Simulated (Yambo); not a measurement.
Quantum ESPRESSO input (LDA, PseudoDojo standard norm-conserving files, scalar-relativistic) whose wavefunctions are converted with p2y:

```
&CONTROL
  calculation = 'nscf'
  pseudo_dir = './pseudo'
  outdir = './out'
/
&SYSTEM
  ibrav = 0
  nat = 2
  ntyp = 2
  ecutwfc = 84.0
  ecutrho = 336.0
  occupations = 'fixed'
  force_symmorphic = .true.
  nbnd = 80
/
&ELECTRONS
  conv_thr = 2e-09
  diago_full_acc = .true.
  diago_thr_init = 1e-08
/
ATOMIC_SPECIES
O 15.9990 O.upf
Sr 87.6200 Sr.upf
CELL_PARAMETERS angstrom
  0.000000000000   2.530424293000   2.530424293000
  2.530424293000   0.000000000000   2.530424293000
  2.530424293000   2.530424293000   0.000000000000
ATOMIC_POSITIONS crystal
O   0.000000000000   0.000000000000   0.000000000000
Sr   0.500000000000   0.500000000000   0.500000000000
K_POINTS automatic
4 4 4 0 0 0
```

Yambo's initialisation report on symmetry, reciprocal space, the k grid and the gaps on this mesh:

```
  [02.02] Symmetries
  ==================

  Inversion symmetry    : yes
  Spatial inversion     : yes
  Inversion index       :  25
  K-space Time-reversal : no
  Magnetic symmetries   : no
  Group table correct   : yes
  Symmetries units      :  [cc]

  [02.03] Reciprocal space
  ========================

  nG shells         :  261
  nG charge         :  22659
  nG WFs            :   3507
  nC WFs            :  2874
  G-vecs. in first 26 shells:  [ Number ]
     1    9   15   27   51   59   65   89  113
    137   169   181   229   259   283   307   331   339
    387   411   459   531   537   561   609   645
  ...
  Shell energy in first 26 shells:  [ mHa ]
    0.00000      647.451      863.267      1726.53      2373.99      2589.80      3453.07      4100.52      4316.34
    5179.60      5827.05      6906.14      7553.59      7769.41      8632.67      9280.12      9495.94      10359.2
    11006.7      11222.5      12085.7      12733.2      13812.3      14459.7      14675.5      15538.8
  ...

  [02.04] K-grid lattice
  ======================

  Compatible Grid is   : 3D
  Base K vectors       :  K_min[ 1 ]  K_min[ 2 ]  K_min[ 3 ]
  K_min[ 1 ] :  0.000000  0.250000  0.000000 [rlu]
  K_min[ 2 ] : -0.250000  0.000000  0.000000 [rlu]
  K_min[ 3 ] :  0.000000  0.000000  0.250000 [rlu]
  Grid dimensions      :   4   4   4
  K lattice UC volume  :  0.017724 [a.u.]

  IBZ K-points                                      :   8
  BZ  K-points                                      :   64

  K/Q-points units:
  rlu = crystal or reduced units; cc = cartesian coordinates; iku = interal k-units

  K [1]          [rlu]:  0.000000  0.000000  0.000000
         WF components:  2741
  K [2]          [rlu]:  0.000000  0.000000  0.250000
         WF components:  2842
  K [3]          [rlu]:  0.000000  0.000000 -0.500000
         WF components:  2824
  K [4]          [rlu]:  0.000000  0.250000  0.250000
         WF components:  2858
  K [5]          [rlu]:  0.000000  0.250000 -0.500000
         WF components:  2843
  K [6]          [rlu]:  0.000000  0.250000 -0.250000
         WF components:  2854
  K [7]          [rlu]:  0.000000 -0.500000 -0.500000
         WF components:  2874
  K [8]          [rlu]:  0.250000 -0.500000 -0.250000
         WF components:  2832

  [02.05] Energies & Occupations
  ==============================

  [X] === General ===
  [X] Electronic Temperature                        :  0.000000  0.000000 [eV K]
  [X] Bosonic    Temperature                        :  0.000000  0.000000 [eV K]
  [X] Finite Temperature mode                       : no
  [X] El. density                                   :  0.49375E+24 [cm-3]
  [X] Fermi Level                                   :  8.155876 [eV]

  [X] === Gaps and Widths ===
  [X] Conduction Band Min                           :  3.131356 [eV]
  [X] Valence Band Max                              :  0.000000 [eV]
  [X] Filled Bands                                  :   8
  [X] Empty Bands                                   :    9   80
  [X] Direct Gap                                    :  3.169382 [eV]
  [X] Direct Gap localized at k                     :   7
  [X] Indirect Gap                                  :  3.131356 [eV]
  [X] Indirect Gap between kpts                     :   1   7
  [X] Last valence band width                       :  1.221616 [eV]
  [X] 1st conduction band width                     :  3.563973 [eV]
```
The gaps are LDA values on this mesh alone; only operations without fractional translations are kept.

Geometry relaxed with LDA.
